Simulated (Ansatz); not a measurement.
4 guesses for BPd4 and where they end

These are results of DFT PBE, scalar-relativistic, plane waves, PAW (Ansatz), not measurements. Settings: cutoff 420 eV, Γ-centred meshes spaced at most about 0.3 Å⁻¹, and about 0.25 Å⁻¹ or finer for metals (2π included), Gaussian smearing. No spin polarisation in the final relaxations.

Each guess was relaxed in cell and atoms at zero pressure, within the symmetry of its start. Temperature and zero-point effects are left out. Coordination counts Pd atoms around B (those within 1.25 times the shortest such distance or 1.15 times the sum of covalent radii, 1.27 where that leaves under three; a plus sign parts nearer from farther groups).

| guess | made from | start group | V start (Å³/atom) | end group | V end (Å³/atom) | coordination at the end | gap on mesh (eV) | E over the lowest end (meV/atom) |
| --- | --- | --- | --- | --- | --- | --- | --- | --- |
| 1 | a Materials Project cell | Pmm2 | 14.8 | Pmm2 | 14.7 | B 5 | 0 | 92 |
| 2 | random cell | P6/mmm | 14.8 | P6/mmm | 17.3 | B 2+6 | 0 | 613 |
| 3 | random cell | P3m1 | 13.5 | P-6m2 | 14.3 | B 6 | 0 | 0 |
| 4 | random cell | Im-3m | 15.6 | ? | ? | ? | ? | ? |

Guess 4 as it starts:

```
B Pd
1.0
    -2.68873    2.68873    2.68873
     2.68873   -2.68873    2.68873
     2.68873    2.68873   -2.68873
B Pd
1 4
Direct
  0.00000 0.00000 0.00000
  0.50000 0.50000 0.50000
  0.00000 0.00000 0.50000
  0.00000 0.50000 0.00000
  0.50000 0.00000 0.00000
```

Question: Predict the end of this guess and its energy over the lowest end.

Answer: It ends in space group Im-3m (No. 229), with a = 5.303 Å, 14.9 Å³/atom and no gap. It lies 202 meV/atom over the lowest end, above guess 1 and below guess 2. Counting Pd atoms around B, this end has B 8 and the lowest (guess 3) has B 6.

Space group Im-3m (No. 229). a = 5.303 Å, b = 5.303 Å, c = 5.303 Å, α = 90.00°, β = 90.00°, γ = 90.00°
```tsv
atom	site	symmetry	x	y	z
B	2a	m-3m	0.0000	0.0000	0.0000
Pd	8c	.-3m	0.2500	0.2500	0.2500
```

The zero of energy is the elements' standard structures at the same level; no fitted shifts are applied.

Question: Is the lowest end bound against the elements?

Answer: Yes: its formation energy is −0.09 eV/atom. A negative formation energy is needed for stability but isn't enough: competing phases decide.

Cells relaxed within their symmetry can be saddle points. Some types were kept out of the candidates beforehand, so the set may lack a known form.
